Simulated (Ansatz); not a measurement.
AlGaN₂:
```yaml
crystal:
  lattice:
    - [3.11925, 0.00000, 0.00000]
    - [-1.55963, 2.70135, 0.00000]
    - [0.00000, 0.00000, 5.05310]
  atoms:
    - { symbol: Al, position: [0.00000, 0.00000, 0.99948] }
    - { symbol: Ga, position: [0.66667, 0.33333, 0.49717] }
    - { symbol: N, position: [0.66667, 0.33333, 0.11287] }
    - { symbol: N, position: [0.00000, 0.00000, 0.62686] }
```

x, y and z are the axes in which the lattice vectors are written.

Give the proper piezoelectric stress tensor with relaxed ions from LDA (plane waves, PAW; program Ansatz).

In C/m², rows x, y, z, Voigt columns; mesh uncertainty up to 0.00.
```
 0.00   0.00   0.00   0.00   0.35  -0.03
-0.03   0.03   0.00   0.35   0.00   0.00
 0.55   0.55  -1.14   0.00   0.00   0.00
```

The elastic tensor of the same run (GPa):

```
 382   141   104   2.3   0.0   0.0
 141   382   104  -2.3   0.0   0.0
 104   104   402   0.0   0.0   0.0
 2.3  -2.3   0.0   102   0.0   0.0
 0.0   0.0   0.0   0.0   102   2.3
 0.0   0.0   0.0   0.0   2.3   120
```

Convert to strain constants d = e·S.

In pC/N:
```
 0.0   0.0   0.0   0.0   3.4  -0.3
-0.2   0.2   0.0   3.4   0.0   0.0
 1.8   1.8  -3.8   0.0   0.0   0.0
```

Space group P3m1. The first step of the workflow began from a Materials Project structure, measured or hypothetical; the Crystallography Open Database copy checked does not list it. With Al and Ga taken as one species the cell has the higher symmetry P6_3mc, so it may be an ordered model of a mixed-site phase. Whether it is the stable phase at ambient conditions was not checked. The cell was relaxed with LDA under the symmetry of its start; phonons on a q-mesh show no instability.

Potentials: the later of the program's two PAW sets.
